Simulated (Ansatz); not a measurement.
The start is a generated trial cell of FeSi in the CoSn structure type. A full variable-cell relaxation at zero pressure is run with r2SCAN (plane waves to 500 eV, PAW, scalar-relativistic; Ansatz, an electronic-structure program). The first steps use a coarse 6×6×6 k-mesh.

The start:
```
CELL_PARAMETERS angstrom
      4.80451     0.00000     0.00000
     -2.40226     4.16083     0.00000
      0.00000     0.00000     3.87683
ATOMIC_POSITIONS crystal
  Fe 0.50000 0.00000 0.00000
  Fe 0.50000 0.50000 0.00000
  Fe 0.00000 0.50000 0.00000
  Si 0.00000 0.00000 0.00000
  Si 0.33333 0.66667 0.50000
  Si 0.66667 0.33333 0.50000
```
Spin-polarised start, with parallel moments on Fe.

Question: How do the shortest distances between atoms change?

Answer: The closest pairs of elements (up to four, under 3.6 Å), start → end: Fe–Si 2.38 → 2.39 Å; Fe–Fe 2.40 → 2.39 Å; Si–Si 2.77 → 2.76 Å.

Question: What magnetic moments remain?

Answer: Net 0.72 μB/atom, ferromagnetic.

Question: Give the final cell and atomic positions.

Answer: 
Space group P6/mmm (No. 191); a = 4.781 Å, b = 4.781 Å, c = 3.915 Å, α = 90.00°, β = 90.00°, γ = 120.00°

| atom | site | symmetry | x | y | z |
|---|---|---|---|---|---|
| Fe | 3f | mmm | 0.0000 | 0.5000 | 0.0000 |
| Si | 1a | 6/mmm | 0.0000 | 0.0000 | 0.0000 |
| Si | 2d | -6m2 | 0.3333 | 0.6667 | 0.5000 |

The space group stays P6/mmm (No. 191) (the run could not lower it); the end is AFLOW prototype AB_hP6_191_f_ad (B35, as in CoSn), with 6 atoms in the primitive magnetic cell. Final values are on a 11×11×12 k-mesh of the relaxed cell. Spin state reached: ferromagnetic (net 0.72 μB/atom), from parallel starting moments; other spin orders were not run from this start. r2SCAN tends to overstate moments in metals.

The run could not lose the symmetry of its start: the end is stationary, and may be a saddle point rather than a minimum.

All atoms sit on sites fixed by symmetry, so only the cell could relax.

The relaxed structure here is a generated cell of FeSi: the first start was made by placing the elements on the sites of a structure type, and the end was not matched to a known phase here, so it may be hypothetical.
